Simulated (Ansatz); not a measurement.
A geometry of SnO away from equilibrium: step 2 of the relaxation of a relaxed SnO cell, doubled along one cell vector, shaken by Gaussian noise of σ = 0.08 Å a coordinate. All values below come from r2SCAN (plane waves to 500 eV, PAW, scalar-relativistic; Ansatz, a first-principles code). Γ-centred k-mesh 3×6×5 on the run's cell (coarser than for final values), Fermi–Dirac smearing 0.05 eV.

```xyz
8
Lattice="7.6259 -0.0177 0.0026 -0.0088 3.8168 -0.0181 0.0017 -0.0235 4.9409" Properties=species:S:1:pos:R:3:forces:R:3 pbc="T T T" free_energy=-26429.404 pressure_GPa=0.1
Sn     1.8797    -0.0272     1.0742    0.5692   -0.0714    0.5607
Sn     5.7114    -0.1501     1.2061    0.1109    0.4932   -0.4044
Sn     0.1436     1.7819     3.7855   -1.1113    0.2790   -0.3577
Sn     3.9541     1.9558     3.7397   -0.0869   -0.4517    0.5233
O     -0.0182    -0.0127    -0.0069    0.4083   -0.3951    0.0149
O      3.8783    -0.0366     0.0233   -0.3817   -0.0085   -0.2609
O      1.9410     1.8487    -0.0506    0.1731    0.2427    0.0386
O      5.7169     1.8554     0.0389    0.3182   -0.0883   -0.1144
```

Positions in Å, forces in eV/Å, free energy of the cell in eV (comparable only within this code, potentials and settings). Largest force: 1.20 eV/Å, on Sn3 (atoms numbered as listed); the geometry lies 0.03 eV/atom above the end of its relaxation.

No spin polarisation in the result.
